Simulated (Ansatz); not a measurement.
Ge₂Sb₂Te₅:
```
CELL_PARAMETERS angstrom
      2.12022     1.22411    17.52552
     -2.12022     1.22411    17.52552
      0.00000    -2.44822    17.52552
ATOMIC_POSITIONS crystal
  Te 0.00000 0.00000 0.00000
  Ge 0.69931 0.69931 0.69931
  Te 0.39780 0.39780 0.39780
  Sb 0.10298 0.10298 0.10298
  Te 0.80207 0.80207 0.80207
  Te 0.19793 0.19793 0.19793
  Sb 0.89702 0.89702 0.89702
  Te 0.60220 0.60220 0.60220
  Ge 0.30069 0.30069 0.30069
```

Relaxed with r²SCAN+D4.

### Question
Map the valence electron density (e/Å³), cut off at 0.9 on the plane through (0.000, 0.000, 0.000) spanned by u = [1, 0, 0] and v = [-1, 1, 1] in lattice vectors, from plane-wave PAW r²SCAN+D4 (Ansatz code).

### Answer
x is the fraction of u, y of v (the angle between them is 24°; rows are the nearest grid lines); atoms in the plane: Te at (0.00, 0.00), Ge at (0.40, 0.70), Te at (0.80, 0.40), Sb at (0.21, 0.10), Te at (0.60, 0.80), Te at (0.40, 0.20), Sb at (0.79, 0.90), Te at (0.20, 0.60), Ge at (0.60, 0.30).
```
y \ x   0.000  0.100  0.175  0.275  0.375  0.450  0.550  0.625  0.725  0.825  0.900   1.00
------  -----  -----  -----  -----  -----  -----  -----  -----  -----  -----  -----  -----
1.00    0.900  0.075  0.034  0.737  0.258  0.119  0.119  0.258  0.737  0.034  0.075  0.900
0.925   0.220  0.900  0.091  0.058  0.218  0.504  0.181  0.034  0.900  0.464  0.028  0.220
0.850   0.057  0.255  0.355  0.224  0.044  0.081  0.900  0.325  0.037  0.900  0.350  0.057
0.775   0.223  0.117  0.077  0.321  0.336  0.029  0.188  0.900  0.077  0.083  0.700  0.223
0.700   0.140  0.900  0.247  0.034  0.900  0.436  0.027  0.159  0.889  0.023  0.063  0.140
0.625   0.039  0.177  0.900  0.098  0.056  0.900  0.151  0.070  0.160  0.095  0.016  0.039
0.550   0.016  0.024  0.185  0.900  0.050  0.061  0.273  0.383  0.108  0.059  0.024  0.016
0.450   0.016  0.024  0.059  0.108  0.383  0.273  0.061  0.050  0.900  0.185  0.024  0.016
0.375   0.039  0.016  0.095  0.160  0.070  0.151  0.900  0.056  0.098  0.900  0.177  0.039
0.300   0.140  0.063  0.023  0.889  0.159  0.027  0.436  0.900  0.034  0.247  0.900  0.140
0.225   0.223  0.700  0.083  0.077  0.900  0.188  0.029  0.336  0.321  0.077  0.117  0.223
0.150   0.057  0.350  0.900  0.037  0.325  0.900  0.081  0.044  0.224  0.355  0.255  0.057
0.0750  0.220  0.028  0.464  0.900  0.034  0.181  0.504  0.218  0.058  0.091  0.900  0.220
0.000   0.900  0.075  0.034  0.737  0.258  0.119  0.119  0.258  0.737  0.034  0.075  0.900
```

The density is the valence pseudo-density with augmentation charge, so density and ELF within about 1 Å of a nucleus are not all-electron values.

Space group R-3m. The start of the workflow was typed in or built on a structure type; neither database checked (COD, Materials Project) lists it. It is not the phase usual at ambient conditions (space group No. 164). Symmetry was held in the r²SCAN+D4 relaxation; whether a distortion lowers the energy is not shown. Scalar-relativistic: spin–orbit coupling is off unless named, which matters more the heavier the elements.

Potentials: the later of the program's two PAW sets.
